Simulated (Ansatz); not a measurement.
Li₂Cr₂H₄O₉: 53Cr nuclear quadrupole resonance

Cell: a Materials Project structure (computed, not necessarily an observed phase) whose atoms were relaxed with PBE, the cell held.

```cif
data_Li2Cr2H4O9
_symmetry_space_group_name_H-M 'C2/c'
_symmetry_Int_Tables_number 15
_cell_length_a 7.6142
_cell_length_b 7.8456
_cell_length_c 12.9730
_cell_angle_alpha 90.000
_cell_angle_beta 96.357
_cell_angle_gamma 90.000
loop_
_atom_site_label
_atom_site_type_symbol
_atom_site_symmetry_multiplicity
_atom_site_Wyckoff_symbol
_atom_site_fract_x
_atom_site_fract_y
_atom_site_fract_z
Li1 Li 4 c 0.2500 0.7500 0.5000
Li3 Li 4 e 0.5000 0.7337 0.7500
Cr Cr 8 f 0.6215 0.3668 0.8593
H9 H 8 f 0.5136 0.9280 0.6031
H13 H 8 f 0.3441 0.9867 0.6481
O17 O 4 e 0.5000 0.4699 0.7500
O19 O 8 f 0.7321 0.2063 0.8197
O23 O 8 f 0.2575 0.0072 0.9145
O27 O 8 f 0.5154 0.3037 0.5628
O31 O 8 f 0.4071 0.8826 0.6304
```

One atom of each set is listed; the run and its k-mesh use a cell of 34 atoms with edges of 5.47, 5.47, 12.97 Å.

Computed with Ansatz: DFT, PBE, plane waves and PAW, scalar-relativistic, 420 eV cutoff, Γ-centred 4×4×2 k-points, Fermi–Dirac smearing 0.02 eV.

53Cr: I = 3/2, Q = -150.0 mb (year-2017 value). Static lattice, zero field.

Problem. At which frequencies do the 53Cr NQR lines lie?

Solution. For I = 3/2 there is one line, ν = (|C_Q|/2)(1 + η²/3)^½.

```
site  atoms  V_zz (10²¹ V/m²)  C_Q (MHz)     η  line frequencies (MHz)
  Cr      4              4.27      -15.5  0.37                    7.91
```
